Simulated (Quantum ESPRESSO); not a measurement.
# Strain and stress in MgAl3As3S

These are calculations, not measurements. They come from pw.x of Quantum ESPRESSO 7.5, a plane-wave density functional program, with PseudoDojo standard norm-conserving files (v0.5 for PBE, v0.4.1 for LDA and PBEsol). The cells are made up: elements, strain and atom displacements were drawn at random, and nothing was relaxed. There is no spin polarisation, spin-orbit coupling or dispersion term.

The cell has 8 sites of a zincblende or diamond lattice. Sites 1 to 4 hold Mg Al Al Al; sites 5 to 8 hold As As S As. Cell vectors in Å: (5.848, 0.035, 0.000); (0.035, 5.848, 0.000); (0.000, 0.000, 5.848). Settings: PBE, cutoff 1143 eV, 4 x 4 x 4 k mesh shifted by half a step, Fermi-Dirac smearing of 0.025 eV.

Each run adds a shear xy (given as the tensor component) to one cell, with the atoms carried along; the vectors above are those of run 4. Stress is positive in tension and P is minus a third of its trace. E is the free energy for each atom above the lowest run shown. The last column is band 36 less band 35 at Gamma, from a band step after each run.

```
run,strain (%),s_xx (GPa),s_yy (GPa),s_zz (GPa),s_xy (GPa),P (GPa),E (meV/atom),level step at Gamma (eV)
1,-2.29,2.45,1.90,2.56,-3.20,-2.30,14.75,1.012
2,-1.92,2.50,1.93,2.59,-2.81,-2.34,11.36,1.027
3,-1.30,2.56,1.97,2.63,-2.15,-2.39,6.61,1.043
5,0.94,2.57,1.90,2.65,0.24,-2.37,0.00,1.039
6,1.15,2.56,1.87,2.64,0.47,-2.36,0.20,1.036
7,1.88,2.48,1.77,2.58,1.25,-2.28,2.07,1.026
4,0.59,?,?,?,?,?,?,?
```

A rerun of one of these cells at 1437 eV and k mesh 6 x 6 x 6 moved values by no more than 0.006 eV in the cell's energy, 0.02 GPa in stress and 0.002 eV/Å in force.

## Worked fit

A parabola through the six runs shown gives s_xy = -0.76 + 1.07 e + 0.002 e² GPa, with e in per cent and a scatter of 0.01 GPa. The slope is a stiffness of 107 ± 1 GPa for each unit of this strain at e = 0, twice a shear constant under the stress shown, since the tensor component is half the shear angle. The atoms are clamped, and relaxing them would in general lower it. The error is the larger of the fit's own and the change that a cubic makes, rounded up.

## Withheld run

Question: what s_xy should run 4 give?

The fit gives -0.13 GPa. The calculation gave -0.13 GPa.

```
run,strain (%),s_xx (GPa),s_yy (GPa),s_zz (GPa),s_xy (GPa),P (GPa),E (meV/atom),level step at Gamma (eV)
4,0.59,2.59,1.93,2.66,-0.13,-2.40,-0.05,1.042
```